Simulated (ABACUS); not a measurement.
Input and output of a self-consistent single point for ZnCu2SnSe4 (I-4, 8 atoms in the cell; from Materials Project mp-1078918, changed as shown) (ABACUS).

All values come from this method and carry its errors: PBE, numerical atomic orbitals TZDP (confined pseudo-atomic orbitals with Gaussian additions; energy shift 0.01 Ry), PseudoDojo 0.5 standard norm-conserving PBE (tails mended) pseudopotentials run with ABACUS 3.10.1.

The change in words: volume scaled by 1.01. Reference geometry (I-4):
```
CELL_PARAMETERS angstrom
     -2.88564     2.88564     5.73983
      2.88564    -2.88564     5.73983
      2.88564     2.88564    -5.73983
ATOMIC_POSITIONS crystal
  Zn 0.75000 0.25000 0.50000
  Cu 0.25000 0.75000 0.50000
  Cu 0.00000 0.00000 0.00000
  Sn 0.50000 0.50000 0.00000
  Se 0.62975 0.63653 0.52624
  Se 0.36347 0.88971 0.99322
  Se 0.11029 0.10351 0.47376
  Se 0.89649 0.37025 0.00678
```

Reference input (self-consistent single point, DFT, PBE, numerical atomic orbitals TZDP (confined pseudo-atomic orbitals with Gaussian additions; energy shift 0.01 Ry), PseudoDojo 0.5 standard norm-conserving PBE (tails mended) pseudopotentials): basis = TZDP numerical atomic orbitals, energy shift 0.01 Ry; KPT = Gamma 5 5 5 0 0 0; basis_type = lcao; dft_functional = PBE; ecutwfc = 100 Ry; smearing_method = fd; smearing_sigma = 0.00734986 Ry; potentials = PseudoDojo 0.5 standard norm-conserving PBE (tails mended); symmetry = 1; symmetry_prec = 1e-05; ks_solver = genelpa; scf_nmax = 100. This run's input differs from it in these lines:

```diff
@@ -37,5 +37,5 @@
 LATTICE_VECTORS
-  -5.4530598456    5.4530598456   10.8467067019
-   5.4530598456   -5.4530598456   10.8467067019
-   5.4530598456    5.4530598456  -10.8467067019
+  -5.4711747603    5.4711747603   10.8827399997
+   5.4711747603   -5.4711747603   10.8827399997
+   5.4711747603    5.4711747603  -10.8827399997
```

The program printed (abridged):

```
 SELF-CONSISTENT
 -------------------------------------------

                  longest orb rcut (Bohr) = 7.5
   longest nonlocal projector rcut (Bohr) = 2.66
                     search radius (Bohr) = 20.3

                          real space grid = [ 90, 90, 90 ]

                                 init_chg = atomic

 LCAO ALGORITHM --------------- ION=   1  ELEC=   1--------------------------------

 Density error is 0.0367183704703
 E_KohnSham     -2303.8434859692     -31345.3987093639
 E_Fermi        0.6844480692         9.3123937267

 LCAO ALGORITHM --------------- ION=   1  ELEC=   2--------------------------------

   [... lines left out ...]

   [... 9 blocks of this kind left out ...]

 LCAO ALGORITHM --------------- ION=   1  ELEC=  12--------------------------------

 Density error is 1.15957809606e-07
 E_KohnSham     -2304.2428008950     -31350.8316676520
 E_Fermi        0.6548294437         8.9094116526

 LCAO ALGORITHM --------------- ION=   1  ELEC=  13--------------------------------

 Density error is 2.60693838434e-08
 E_KohnSham     -2304.2428008950     -31350.8316676520
 E_KS(sigma->0) -2304.2421144086     -31350.8223275246
 E_entropy(-TS) -0.0013729729        -0.0186802549
 E_Fermi        0.6548294594         8.9094118664
 charge density convergence is achieved
 final etot is -31350.831668 eV
 EFERMI = 8.9094118664 eV

 STATE ENERGY(eV) AND OCCUPATIONS    NSPIN == 1
   [... 79 lines left out ...]

 TOTAL-FORCE (eV/Angstrom)
                       Zn1         0.0000000000         0.0000000000         0.0000000000
                       Cu1         0.0000000000         0.0000000000         0.0000000000
                       Cu2         0.0000000000         0.0000000000         0.0000000000
                       Sn1         0.0000000000         0.0000000000         0.0000000000
                       Se1         0.0938973083         0.0024640758        -0.0300888201
                       Se2         0.0024640758        -0.0938973083         0.0300888201
                       Se3        -0.0938973083        -0.0024640758        -0.0300888201
   [... lines left out ...]

 TOTAL-STRESS (KBAR)
        -2.1064277807        -0.0000000000         0.0000000000
         0.0000000000        -2.1064277807         0.0000000000
        -0.0000000000         0.0000000000        -0.9705708730
 TOTAL-PRESSURE: -1.727809 KBAR

 --------------------------------------------
 !FINAL_ETOT_IS -31350.8316676520407782 eV
 --------------------------------------------
```

The run converged in 13 iterations. Against the reference run the free energy hardly moves (within 1 meV/atom) and the pressure goes from 0.41 to -0.17 GPa.

The atom-centred basis is finite, which shifts total energies and pressures against plane waves. The structure comes from a collection of computed structures, made at another level of theory; the collection holds predicted forms beside known ones. No clean gap shows at this smearing width and mesh (spacing up to 0.31 Å⁻¹); the mesh is coarse for partly filled bands, so the values carry mesh errors. Semi-local functionals can close small gaps.

Cost on one core: about 90 core-seconds (a rough figure).

The atomic orbitals were generated for these runs; they are not ABACUS's published sets and were checked against plane waves on a few crystals only.

“Tails mended”: in these copies of the files the far tail of each local potential was reset to the Coulomb form.
